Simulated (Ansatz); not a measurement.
Values for one crystal, relaxed and computed with LDA (plane waves, PAW; program Ansatz); other levels are named.

- Volume per atom = 13.51 Å³
- Band gap = 3.72 eV (indirect)
- Dynamical stability on the path = unstable, down to 160i cm⁻¹
- Static dielectric constant ε0 (ions relaxed, cell fixed) = 128 (xx = yy), 38.4 (zz)
- Young's modulus = 203 GPa
- Electron effective mass = 0.39, 0.39, 2.1 mₑ (principal values)
- Poisson's ratio = 0.30

**Question.** Which compound is it?
A) SnS2, P6_3mc (Sn on 2b, S on 2b, S on 2a)
B) BaTiO3, R3m (Ba on 3a, Ti on 3a, O on 9b)
C) MgO, Pm-3n (Mg on 6c, O on 6d)
D) SrHfO3, P4mm (Sr on 1b, Hf on 1a, O on 2c, O on 1a)

**Answer.** D, SrHfO3, P4mm (Sr on 1b, Hf on 1a, O on 2c, O on 1a)

The workflow started from a Materials Project entry (that database holds measured and hypothetical structures alike); the Crystallography Open Database copy checked does not list it. COD files the formula under space group No. 62, 63, 221, so this cell is another polymorph or a model. Whether it is the stable phase at ambient conditions was not checked. Symmetry was held in the LDA relaxation. No spin polarisation was allowed. Spin–orbit coupling is left out wherever it is not named.

Potentials: the later of the program's two PAW sets.
